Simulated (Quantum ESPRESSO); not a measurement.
Band energies of RbO at +2 % isotropic strain

```xyz
4
Lattice="-2.1203 3.0238 3.5753 2.1203 -3.0238 3.5753 2.1203 3.0238 -3.5753" Properties=species:S:1:pos:R:3 pbc="T T T"
O      0.0000     3.7732     0.0000
O      0.0000     2.2744     0.0000
Rb     0.0000     0.0000     1.8716
Rb     0.0000     0.0000     5.2789
```

PBEsol (Quantum ESPRESSO, PseudoDojo norm-conserving, 84 Ry, without SOC); path ΓXLTWRX1ZΓYSW,L1Y,Y1Z; energies in eV from the valence-band maximum.

```csv
k (1/Å),point,band 11,band 12,band 13,band 14,band 15,band 16,band 17,band 18
0.00,Γ,-5.38,-3.84,-3.83,-0.51,0.00,1.80,3.06,4.32
0.33,,-5.37,-3.81,-3.68,-0.55,-0.11,2.44,3.35,4.65
0.78,,-5.29,-3.63,-3.54,-0.51,-0.35,3.04,3.83,5.21
1.00,X,-5.25,-3.69,-3.58,-0.39,-0.39,3.00,3.87,5.03
1.00,L,-5.25,-3.67,-3.59,-0.41,-0.41,3.09,3.68,5.07
1.11,,-5.25,-3.62,-3.60,-0.47,-0.46,3.23,3.49,5.29
1.46,T,-5.24,-3.70,-3.48,-0.59,-0.55,3.14,3.73,4.30
1.57,,-5.24,-3.69,-3.49,-0.58,-0.55,3.17,3.75,4.35
1.89,W,-5.23,-3.65,-3.51,-0.57,-0.55,3.39,3.86,4.81
2.41,R,-5.23,-3.65,-3.53,-0.54,-0.32,3.15,3.84,5.60
2.82,,-5.25,-3.64,-3.58,-0.43,-0.37,3.02,3.87,5.18
2.92,X1,-5.25,-3.69,-3.58,-0.39,-0.39,3.00,3.87,5.03
3.29,,-5.22,-4.06,-3.55,-0.33,-0.22,2.78,3.85,4.40
3.41,Z,-5.22,-4.10,-3.55,-0.33,-0.21,2.74,3.85,4.37
3.70,,-5.26,-4.03,-3.61,-0.29,-0.26,2.98,3.74,3.81
3.99,,-5.34,-3.91,-3.75,-0.43,-0.09,2.29,3.32,4.19
4.28,Γ,-5.38,-3.84,-3.83,-0.51,0.00,1.80,3.06,4.32
4.38,,-5.37,-3.83,-3.82,-0.50,-0.02,1.76,3.17,4.38
4.78,,-5.27,-3.84,-3.70,-0.35,-0.27,1.91,4.14,5.19
5.17,Y,-5.22,-4.06,-3.56,-0.34,-0.22,2.71,3.69,4.53
5.56,,-5.25,-3.90,-3.65,-0.32,-0.32,2.46,4.14,4.71
5.75,S,-5.26,-3.87,-3.67,-0.34,-0.30,2.39,4.61,4.67
5.83,,-5.26,-3.86,-3.67,-0.35,-0.31,2.40,4.60,4.72
6.16,,-5.24,-3.67,-3.64,-0.49,-0.45,2.80,4.32,4.95
6.49,W,-5.23,-3.65,-3.51,-0.57,-0.55,3.39,3.86,4.81
6.49,L1,-5.25,-3.67,-3.59,-0.41,-0.41,3.09,3.68,5.07
6.78,,-5.23,-3.97,-3.57,-0.36,-0.26,2.83,3.68,4.60
6.97,Y,-5.22,-4.06,-3.56,-0.34,-0.22,2.71,3.69,4.53
6.97,Y1,-5.22,-4.06,-3.56,-0.34,-0.22,2.71,3.69,4.53
7.12,Z,-5.22,-4.10,-3.55,-0.33,-0.21,2.74,3.85,4.37
```

The PBEsol gap is indirect, 1.69 eV, from Γ to 33 % of the way from Γ to Y; the smallest direct gap is 1.77 eV.

Geometry strained from the cell relaxed with PBEsol, atoms relaxed again.

Letters of k points follow the standard setting of the lattice, whose axes may be ordered differently from the printed cell.
